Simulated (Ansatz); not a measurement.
Ge₂Sb₂Te₅ (Ge2Sb2Te5-Kooi type, space group P-3m1)

```
CELL_PARAMETERS angstrom
      4.26626     0.00000     0.00000
     -2.13313     3.69469     0.00000
      0.00000     0.00000    17.61904
ATOMIC_POSITIONS crystal
  Te 0.00000 0.00000 0.00000
  Ge 0.66667 0.33333 0.09772
  Ge 0.33333 0.66667 0.90228
  Te 0.33333 0.66667 0.19305
  Te 0.66667 0.33333 0.80695
  Sb 0.00000 0.00000 0.30821
  Sb 0.00000 0.00000 0.69179
  Te 0.66667 0.33333 0.40469
  Te 0.33333 0.66667 0.59531
```

Equation-of-state scan: isotropic scaling of the cell above, V₀ being its volume. The atoms relax within the cell's symmetry.

Method: r2SCAN (plane waves to 500 eV, PAW, scalar-relativistic; Ansatz, a quantum-chemistry and plane-wave program). k mesh 9×9×2 (Γ-centred), Fermi-Dirac smearing 0.05 eV. The energy includes the smearing's −TS. Compression counts positive. With the shape held, the modulus is that of even scaling; a crystal free to change shape is softer. Ge2Sb2Te5 was relaxed with its symmetry unable to fall. Spin-orbit coupling is left out, though Sb and Te are heavy. The zero of ΔE is the relaxed starting cell. The last digit holds for this mesh only.

| V (Å³/atom) | ΔE (meV/atom) |
|---|---|
| 25.921 | 117.5 |
| 26.743 | 76.2 |
| 27.566 | 45.4 |
| 28.389 | 23.8 |
| 29.212 | 9.8 |
| 30.035 | 2.3 |
| 30.858 | 0.0 |
| 31.681 | 1.9 |
| 32.503 | 7.0 |
| 33.326 | 14.6 |
| 34.149 | 24.1 |
| 34.972 | withheld |
| 35.795 | 47.2 |

### Question
Fit a third-order Birch-Murnaghan form (E₀, V₀, B₀, B₀′ free) to the given rows and predict ΔE at V = 34.972.

### Answer
Least squares on the 12 given rows: ΔE = E₀ + (9V₀B₀/16)·y²·[2 + (B₀′ − 4)y], y = (V₀/V)^(2/3) − 1, with V₀ = 30.904 Å³/atom, B₀ = 29.30 GPa (160.2 GPa = 1 eV/Å³; the term in eV is multiplied by 1000), B₀′ = 7.15, E₀ = 0.22 meV/atom; root-mean-square residual 0.27 meV/atom. At 34.972 the fit gives 35.1 meV/atom; the calculation gives 35.0 meV/atom, so the interpolation is off by 0.1 (+0.3 %). For the pressure the fit gives -2.3 GPa against the computed -2.3 GPa.

(Under strain, the slope of the energy per volume gives the stress and its curvature an elastic modulus.)
